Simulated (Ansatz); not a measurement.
HfSiO4:
```
CELL_PARAMETERS angstrom
     -3.32327     3.32327     3.00736
      3.32327    -3.32327     3.00736
      3.32327     3.32327    -3.00736
ATOMIC_POSITIONS crystal
  Hf 0.00000 0.00000 0.00000
  Hf 0.75000 0.25000 0.50000
  Si 0.25000 0.75000 0.50000
  Si 0.50000 0.50000 0.00000
  O  0.13473 0.31891 0.81582
  O  0.06891 0.75309 0.68418
  O  0.50309 0.31891 0.18418
  O  0.06891 0.38473 0.31582
  O  0.61527 0.93109 0.68418
  O  0.68109 0.86527 0.18418
  O  0.24691 0.93109 0.31582
  O  0.68109 0.49691 0.81582
```

The program Ansatz at the PBE level (PAW) gives a gap of 5.31 eV without spin–orbit coupling, maximum on the Γ–Z line, 14 % of the way from Γ, minimum off the standard path, at k = (0.229, 0.229, 0.208).

Question: What happens when spin–orbit coupling is switched on?

Answer: The gap falls by 0.01 eV, to 5.30 eV; maximum on the Γ–Z line, 14 % of the way from Γ, minimum off the standard path, at k = (0.198, 0.312, 0.240).

Question: Give the electron effective mass with spin–orbit coupling.

Answer: 1.5, 7.7, 28 mₑ (principal values).

Question: Give the hole effective mass with spin–orbit coupling.

Answer: 1.7, 1.7, 9.5 mₑ (principal values).

Space group I4_1/amd. The PBE relaxation kept the symmetry of its start. No spin polarisation was allowed.

Potentials: the earlier of the program's two PAW sets.
